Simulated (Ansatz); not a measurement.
Relaxed candidate structures of Pb:

A. Fm-3m (No. 225), cF4, fcc (Cu type); a = 4.931 Å, b = 4.931 Å, c = 4.931 Å, α = 90.00°, β = 90.00°, γ = 90.00°; Pb 4a (0.000, 0.000, 0.000)

B. Fd-3m, origin choice 1 (No. 227), cF8, diamond type; a = 6.910 Å, b = 6.910 Å, c = 6.910 Å, α = 90.00°, β = 90.00°, γ = 90.00°; Pb 8b (0.500, 0.500, 0.500)

C. Im-3m (No. 229), cI2, bcc (W type); a = b = c = 3.915 Å, α = β = γ = 90.00°; Pb 2a (0.000, 0.000, 0.000)

**Question.** Rank these by energy per atom (lowest first), as PBEsol (plane waves to 420 eV, PAW, scalar-relativistic; Ansatz, a first-principles code) gives it.

**Answer.** A (reference, the lowest of the structures calculated here), C (+0.04 eV/atom), B (+0.33 eV/atom)

Each run could gain symmetry but not lose that of its start, so entries can be saddle points. From databases, or of a type measured for this composition: Fm-3m, cF4, fcc (Cu type); Im-3m, cI2, bcc (W type); the others are generated cells (placed on structure types, drawn at random, substituted or restacked) that were not matched to a known phase here. Static energies at zero pressure. Each cell has its own k-point mesh; energy differences are given only to the digits this allows. No spin polarisation in the result.
